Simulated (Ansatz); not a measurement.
An element in the diamond structure gives these cold pressures by all-electron LAPW under PBEsol (Ansatz 0.2.0, scalar-relativistic, no spin polarisation).

```tsv
V (Å³/atom)	P (GPa)
5.61	0.03
5.27	31.2
4.94	72.6
4.49	150.1
4.04	265.8
3.59	442.5
3.09	767.4
2.52	1436
```

Q: Which element is it?

A: C. Its zero-pressure volume in this structure is near 5.6 Å³/atom; the volume and the steepness of P(V) together point to it, though neighbours can come close. Neighbours weren't tried against these numbers.
